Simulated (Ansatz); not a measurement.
Q: Name crystals whose computed values (the program Ansatz at the r²SCAN level (PAW)) fall in these windows: HSE06 gap (eV) 4.7 to 6.6; B₀ by P(V) fit (GPa) 20 to 27.

A: 

| crystal | HSE06 gap (eV) | B₀ by P(V) fit (GPa) |
|---|---|---|
| Rb2NaScCl6, Fm-3m (Rb on 8c, Na on 4b, Sc on 4a, Cl on 24e) | 5.53 | 23.9 |
| Rb2MgCl4, I4/mmm (Rb on 4e, Mg on 2a, Cl on 4e, Cl on 4c) | 6.24 | 23.1 |
| KScS2O8, C2/m (Pearson symbol mS24) | 6.49 | 25.5 |
Others may fit too.

Standing as an ambient phase not checked: Rb2NaScCl6, Fm-3m (Rb on 8c, Na on 4b, Sc on 4a, Cl on 24e); Rb2MgCl4, I4/mmm (Rb on 4e, Mg on 2a, Cl on 4e, Cl on 4c); KScS2O8, C2/m (Pearson symbol mS24). All cells were relaxed under the symmetry of their starts (and spin orders); stability against distortions was not tested throughout. Rows with no word on spin ran without spin polarisation. Scalar-relativistic: spin–orbit coupling is off unless named, which matters more the heavier the elements.

Potentials: the later of the program's two PAW sets.
